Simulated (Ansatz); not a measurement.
**Calculated ¹⁷O NMR of the central transition for SiO2**

Cell: an entry of the Crystallography Open Database (COD) whose atoms were relaxed with PBE, the cell held.

```cif
data_structure
_symmetry_space_group_name_H-M 'P 1'
_symmetry_Int_Tables_number 1
_cell_length_a 4.9717
_cell_length_b 4.9717
_cell_length_c 6.9223
_cell_angle_alpha 90.000
_cell_angle_beta 90.000
_cell_angle_gamma 90.000
_cell_volume 171.10
loop_
_atom_site_label
_atom_site_type_symbol
_atom_site_fract_x
_atom_site_fract_y
_atom_site_fract_z
_atom_site_occupancy
Si1 Si 0.30536 0.30536 0.00000 1
Si2 Si 0.19464 0.80536 0.25000 1
Si3 Si 0.69464 0.69464 0.50000 1
Si4 Si 0.80536 0.19464 0.75000 1
O5 O 0.23669 0.11677 0.18542 1
O6 O 0.38323 0.73669 0.43542 1
O7 O 0.76331 0.88323 0.68542 1
O8 O 0.61677 0.26331 0.93542 1
O9 O 0.73669 0.38323 0.56458 1
O10 O 0.88323 0.76331 0.31458 1
O11 O 0.26331 0.61677 0.06458 1
O12 O 0.11677 0.23669 0.81458 1
```

Atoms are numbered from 1 in the order listed; like atoms form one site, named after its first atom.

The numbers come from a DFT calculation in Ansatz (r2SCAN, plane waves and PAW, scalar-relativistic, 500 eV cutoff, Γ-centred 5×5×4 k-points, Fermi–Dirac smearing 0.02 eV).

¹⁷O has I = 5/2 and Q = -25.58 mb (Pyykkö 2018); at 9.4 T its Larmor frequency is ν₀ = 54.3 MHz. Only the quadrupole interaction is simulated: positions count from each site's isotropic chemical shift, and shift anisotropy, dipolar and J coupling are left out.

Simulated pattern of one O site (static powder, Gaussian broadening 0.6 kHz):

(offset (kHz), height): (-16.01, 0), (-15.20, 2), (-14.39, 38), (-13.57, 53), (-12.76, 57), (-11.95, 63), (-11.13, 71), (-10.32, 91), (-9.51, 96), (-8.70, 73), (-7.88, 63), (-7.07, 58), (-6.26, 55), (-5.44, 52), (-4.63, 50), (-3.82, 49), (-3.00, 48), (-2.19, 48), (-1.38, 48), (-0.56, 48), (0.25, 41), (1.06, 38), (1.88, 40), (2.69, 43), (3.50, 48), (4.32, 55), (5.13, 70), (5.94, 100), (6.76, 69), (7.57, 40), (8.38, 2), (9.19, 0)

(1) Which |C_Q| and η does the pattern imply?

Answers

(1) The pattern spans 22.4 kHz before broadening and its centre of gravity is at -3.72 kHz, which fixes P_Q; the places of the horns and steps fix η. That gives P_Q = 5.80 MHz, |C_Q| = 5.76 MHz and η = 0.20. The sign of C_Q can't be read from the pattern.

At O V_zz runs parallel to the line that joins its two neighbours (within 1°).

The largest force is 0.3 eV/Å, so the atoms aren't at the calculated equilibrium and relaxing them would move these values.
